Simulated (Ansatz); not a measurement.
The start is a relaxed Cd cell displaced along its unstable phonon at q = (½, ½, 0) of its primitive reciprocal cell (49i cm⁻¹), largest move 0.15 Å. Cell shape, volume and atoms are optimised at zero target pressure with r2SCAN (plane waves to 500 eV, PAW, scalar-relativistic; Ansatz, an electronic-structure program). The first steps use a coarse 11×11×11 k-mesh.

Input geometry:
```
Cd
1.0
    5.88996     0.00000     0.00000
    2.94498     2.94498     0.00000
    0.00000     0.00000     2.94498
Cd
2
Direct
  0.00000   0.00000   0.05093
  0.50000   0.00000   0.94907
```

- Largest initial force = 0.15 eV/Å, on Cd1, Cd2 (atoms numbered as listed)
- Energy released = 0.15 eV/atom
- Volume change = -12.8 %, from 25.54 to 22.27 Å³/atom
- Relative to the parent = It does not go back: it reaches I4/mmm (No. 139), AFLOW prototype A_tI2_139_a (A_a), 0.15 eV/atom below the parent
- Band gap at the end = no gap (metallic)
- Optimiser moves = 12

It ends as:

Space group I4/mmm (No. 139); a = b = 3.9103 Å, c = 2.9135 Å, α = β = γ = 90.00°

| atom | site | symmetry | x | y | z |
|---|---|---|---|---|---|
| Cd | 2a | 4/mmm | 0.0000 | 0.0000 | 0.0000 |
(The calculation used a cell of 1 atom; values per cell refer to that cell.)

Final values are on a 20×20×20 k-mesh of the relaxed cell. No spin polarisation in the result.

The run could not lose the symmetry of its start, so the end can be a saddle point.

The relaxed structure here is a generated cell of Cd: the first start was made by placing the elements on the sites of a structure type, and the end was not matched to a known phase here, so it may be hypothetical. Known forms of Cd include space group No. 194.
